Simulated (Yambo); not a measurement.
G0W0@LDA for SiO2 (α-cristobalite, space group P4_12_12, No. 92) in Yambo. Reference settings: 2×2×2 Γ-centred k mesh, 320 bands and a 8 Ry block in the screening, 320 bands in G with the Bruneval-Gonze terminator, plasmon pole fitted at 27.2 eV. The LDA gap Γ → Γ on this mesh is 5.52 eV; G0W0 gaps are taken between the same points.

With and without the terminator, as bands are cut:

```csv
bands in G (in W),"gap, terminator (eV)","gap, none (eV)","valence shift, terminator (eV)","valence shift, none (eV)"
118 (320),8.703,8.345,-1.830,-1.196
204 (320),8.698,8.494,-1.840,-1.481
320 (320),8.698,8.594,-1.837,-1.641
```

Over this range the gap spans 0.005 eV with the terminator and 0.249 eV without, the valence shift 0.010 eV and 0.445 eV. Neither column has reached its limit for certain.

Geometry of the Materials Project entry, not relaxed at this level; primitive cell a = 4.993 Å, b = 4.993 Å, c = 6.934 Å, α = 90.00°, β = 90.00°, γ = 90.00°.

This is not the ordinary phase of the substance.

A shift is the quasiparticle energy of the state minus its LDA energy.
